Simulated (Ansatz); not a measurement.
Level of theory: Ansatz 0.2.0, DFT PBE, scalar-relativistic, plane waves, PAW. All cells share a 420 eV cutoff and Γ-centred k meshes spaced at most about 0.3 Å⁻¹ (about 0.25 or finer for metals, 2π included). Collinear spin in cells that started with moments and kept them past the coarse steps, no spin elsewhere.

All energies are static (0 K, no zero-point motion).

Compare these two cells of GdSi₂O, each relaxed at this level.

A. (site moments Gd 7.1 μB)

```
CELL_PARAMETERS angstrom
3.00953 0.00000 0.00000
0.00000 3.00953 0.00000
0.00000 0.00000 7.42624
ATOMIC_POSITIONS crystal
Gd 0.00000 0.00000 0.50000
Si 0.50000 0.00000 0.17348
Si 0.00000 0.50000 0.82652
O 0.50000 0.50000 0.00000
```

B. (site moments Gd 6.8 μB)

```
CELL_PARAMETERS angstrom
4.15611 0.00000 0.00000
0.00000 4.15611 0.00000
0.00000 0.00000 4.70104
ATOMIC_POSITIONS crystal
Gd 0.00000 0.00000 0.50000
Si 0.50000 0.00000 0.00000
Si 0.00000 0.50000 0.00000
O 0.00000 0.00000 0.00000
```

Question: Which is lower in energy, and by how much?

Answer: B is lower, by 138 meV/atom. A has space group P-4m2 (No. 115), 16.8 Å³/atom and no gap on its mesh; B has space group P4/mmm (No. 123), 20.3 Å³/atom and no gap. Counting Gd or Si atoms around O (for each partner element, those within 1.25 times its shortest distance or 1.15 times the sum of covalent radii, where it is the nearest in units of that sum or under 1.3; a plus sign parts groups by distance over the sum of covalent radii), A has O 4 and B has O 2+4. The lower one is the more open, so pressure narrows the difference. Both come from invented guesses. A third cell relaxed alike, in I4/mmm, lies 0.55 eV/atom below the lower of the two.

The 4f shell of Gd is treated without a Hubbard U, which places its levels poorly. The magnetic state reached may not be the lowest. Cells relaxed within their symmetry can be saddle points. Some candidate types were left out of the draw beforehand, so a known form may be missing.
